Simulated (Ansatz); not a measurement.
Cu3Au (Cu3Au type, space group No. 221) at seven volumes, DFT-PBE in the program Ansatz with PAW potentials, scaled uniformly. One row is withheld.

| V (Å³/atom) | P (GPa) |
|---|---|
| 12.295 | 17.14 |
| 12.701 | ? |
| 13.106 | 4.67 |
| 13.511 | 0.00 |
| 13.917 | -3.85 |
| 14.322 | -7.04 |
| 14.728 | -9.67 |

**Question.** Fit the shown pressures and predict the withheld one.

**Answer.** P = (3/2)B₀(x^(7/2) − x^(5/2))[1 + (3/4)(B′ − 4)(x − 1)] with x = (V₀/V)^(2/3). Least squares on the six rows gives V₀ = 13.512 Å³/atom, B₀ = 141 GPa, B′ = 5.34. At V = 12.701, x = 1.0421 and P = 10.30 GPa. The run itself gave 10.32 GPa.

Space group Pm-3m (Cu3Au type). The cell was relaxed with PBE under the symmetry of its start; of distortions, only those at the zone centre were tested. No spin polarisation was allowed. Scalar-relativistic: spin–orbit coupling is off unless named, which matters more the heavier the elements.

Potentials: the later of the program's two PAW sets.
